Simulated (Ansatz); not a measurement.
CaCu5 in space group P6/mmm (No. 191; Ca on 1a, Cu on 2c, Cu on 3g), DFT-r²SCAN in the program Ansatz with PAW potentials, all energies at zero smearing, with the estimated change up to a 700 eV cutoff added, with one set of potentials and settings (totals compare only within such a set). Cell of 6 atoms (1 Ca, 5 Cu): -34978.562 eV.

```
element             reference phase  E (eV/atom)
-------  --------------------------  -----------
Ca       Fm-3m, 1 atoms in the cell   -1821.6752
Cu       Fm-3m, 1 atoms in the cell   -6631.2396
```

Formation energy per atom, worked out: (-34978.562 − 1×(-1821.6752) − 5×(-6631.2396))/6 = -0.115 eV/atom (-11 kJ per mol of atoms), at 0 K, without zero-point energy or fitted corrections.

The first step of the workflow began from a Materials Project structure, measured or hypothetical; the Crystallography Open Database copy checked does not list it. Whether it is the stable phase at ambient conditions was not checked. Symmetry was held in the r²SCAN relaxation; whether a distortion lowers the energy is not shown. No spin polarisation was allowed. The references are the lowest solids computed at this level, not always the standard phases.

Potentials: the later of the program's two PAW sets.
